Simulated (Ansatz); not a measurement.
FeLi2Nb4O12:
```yaml
crystal:
  lattice:
    - [-5.17689, 0.00000, 0.00000]
    - [-2.58779, 2.08973, 8.54107]
    - [-2.58298, 4.87305, 0.00000]
  atoms:
    - { symbol: Fe, position: [0.81214, 0.40141, 0.97462], spin: 3.6 }
    - { symbol: Li, position: [0.32964, 0.88421, 0.45546] }
    - { symbol: Li, position: [0.08309, 0.63965, 0.19602] }
    - { symbol: Nb, position: [0.25897, 0.23548, 0.25496] }
    - { symbol: Nb, position: [0.74986, 0.75990, 0.73784] }
    - { symbol: Nb, position: [0.50997, 0.49649, 0.49789] }
    - { symbol: Nb, position: [0.99711, 0.00207, 0.99659] }
    - { symbol: O, position: [0.46568, 0.31328, 0.37388], spin: 0.0 }
    - { symbol: O, position: [0.96947, 0.80706, 0.88577], spin: 0.0 }
    - { symbol: O, position: [0.96328, 0.42596, 0.25053], spin: 0.0 }
    - { symbol: O, position: [0.44541, 0.92260, 0.76987], spin: 0.0 }
    - { symbol: O, position: [0.57960, 0.05208, 0.14638], spin: 0.0 }
    - { symbol: O, position: [0.09069, 0.55006, 0.63662], spin: 0.0 }
    - { symbol: O, position: [0.04457, 0.10703, 0.58576], spin: 0.0 }
    - { symbol: O, position: [0.53564, 0.61283, 0.07159], spin: 0.0 }
    - { symbol: O, position: [0.54248, 0.36800, 0.83155], spin: 0.0 }
    - { symbol: O, position: [0.03107, 0.86036, 0.32800], spin: 0.0 }
    - { symbol: O, position: [0.07466, 0.18632, 0.01914], spin: 0.0 }
    - { symbol: O, position: [0.60724, 0.67835, 0.50324], spin: 0.0 }
```

Relaxed with r²SCAN. Special points in fractions of this cell's reciprocal vectors: Γ (0.000, 0.000, 0.000); X (0.500, 0.000, 0.000); Y (0.000, 0.500, 0.000); Z (0.000, 0.000, 0.500); R (0.500, 0.500, 0.500); T (0.000, 0.500, 0.500); U (0.500, 0.000, 0.500); V (0.500, 0.500, 0.000).

Question: List the band energies nearest the valence-band maximum at these points for the program Ansatz at the r²SCAN level (PAW).

Answer: In eV from the valence-band maximum; about four levels below and three above (degenerate sets whole), none deeper than 8.9 eV; points with the same levels are listed once.

| k | below | above |
|---|---|---|
| Γ ↑ | -3.08 -2.53 -1.72 -1.66 | 0.75 0.86 1.00 |
| X ↑ | -3.20 -2.42 -1.94 -1.69 | 0.78 1.03 1.31 |
| Y ↑ | -3.07 -2.53 -1.70 -1.67 | 0.80 0.87 1.01 |
| Z ↑ | -3.26 -2.42 -2.04 -1.83 | 1.05 1.33 1.50 |
| R ↑ | -3.11 -2.46 -1.94 -1.77 | 0.71 1.05 1.16 |
| T ↑ | -3.28 -2.43 -2.03 -1.75 | 0.85 1.38 1.65 |
| U ↑ | -3.15 -2.48 -1.90 -1.71 | 0.80 1.14 1.27 |
| V ↑ | -3.19 -2.41 -1.96 -1.67 | 0.83 1.16 1.32 |
| Γ ↓ | -3.34 -3.25 -3.23 -0.29 | 0.69 0.78 0.84 |
| X ↓ | -3.46 -3.36 -3.28 -0.20 | 0.61 0.85 0.90 |
| Y ↓ | -3.41 -3.30 -3.19 -0.32 | 0.79 0.83 0.88 |
| Z ↓ | -3.53 -3.46 -3.25 0.00 | 0.86 1.01 1.05 |
| R ↓ | -3.55 -3.38 -3.23 -0.24 | 0.64 0.84 0.87 |
| T ↓ | -3.51 -3.49 -3.35 -0.05 | 0.73 0.94 1.14 |
| U ↓ | -3.44 -3.33 -3.29 -0.25 | 0.72 0.86 1.01 |
| V ↓ | -3.46 -3.37 -3.29 -0.16 | 0.72 0.77 1.06 |

Space group P1. The start of the workflow was typed in or built on a structure type; neither database checked (COD, Materials Project) lists it. Whether it is the stable phase at ambient conditions was not checked. The r²SCAN relaxation kept the symmetry of its start; whether a distortion lowers the energy is not shown. Spin order of the final state: ferromagnetic, the only order run, not a proven ground state. Other orbital occupations within this spin state were not tried. No Hubbard U is applied. Spin–orbit coupling is left out wherever it is not named.

Potentials: the later of the program's two PAW sets.
